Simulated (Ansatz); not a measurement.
# WC-type YbBi

Method: PBE+U (U_eff = 6 eV on Yb 4f), scalar-relativistic; collinear spin; PAW, 420 eV, 8×8×8 k-mesh, Gaussian smearing of 0.05 eV; code Ansatz. The datasets are Ansatz's generated set soft_2.

```
CELL_PARAMETERS angstrom
4.07634 0.00000 0.00000
-2.03817 3.53021 0.00000
0.00000 0.00000 4.66251
ATOMIC_POSITIONS crystal
Yb 0.00000 0.00000 0.00000
Bi 0.66667 0.33333 0.50000
```

The cell came from substitution into a structure type; no database entry of this phase was matched, which doesn't show that none exists.

Magnetic state: non-magnetic, site spin moments none.

The cell above was scaled in volume, and shape and atoms were relaxed at each volume within its symmetry. Energies are counted from the cell above.

| V (Å³/atom) | ΔE (meV/atom) | P (GPa) |
| --- | --- | --- |
| 31.70 | 11.3 | 2.0 |
| 32.21 | 6.0 | 1.4 |
| 32.88 | 1.5 | 0.7 |
| 33.55 | 0.0 | 0.0 |
| 34.22 | 1.1 | -0.6 |
| 34.89 | 4.5 | -1.1 |
| 35.90 | 13.6 | -1.8 |
| 36.90 | 26.8 | -2.4 |

Q: What do the points give for the equilibrium volume, the bulk modulus and its pressure derivative (third-order Birch–Murnaghan)?

A: V0 = 33.60 Å³/atom, B0 = 31 GPa, B0′ = 3.9.

B0·V0 = 30.9 GPa × 33.60 Å³ = 6.48 eV/atom sets the scale: near the minimum ΔE ≈ ½ B0 V0 x², with x = V/V0 − 1, and a pressure of 0.3 GPa squeezes the volume by about 1 %. At the ends of the curve: x = −5.6 % predicts 10.3 meV/atom and the run gives 11.3; x = +9.8 % predicts 31.3 meV/atom and the run gives 26.8. The lopsidedness is anharmonic: atoms resist being pushed together more than being pulled apart.

Scalar-relativistic only: spin–orbit splittings of the heavy atoms' levels are missing. The run wasn't fully tested for a lower electronic state. The run holds 1.0 f electrons more on Yb than the trivalent ion has, so it is divalent here. In such compounds it is trivalent as a rule, so this state is likely an artefact, and the extra f charge swells the ion. The run is a metal.
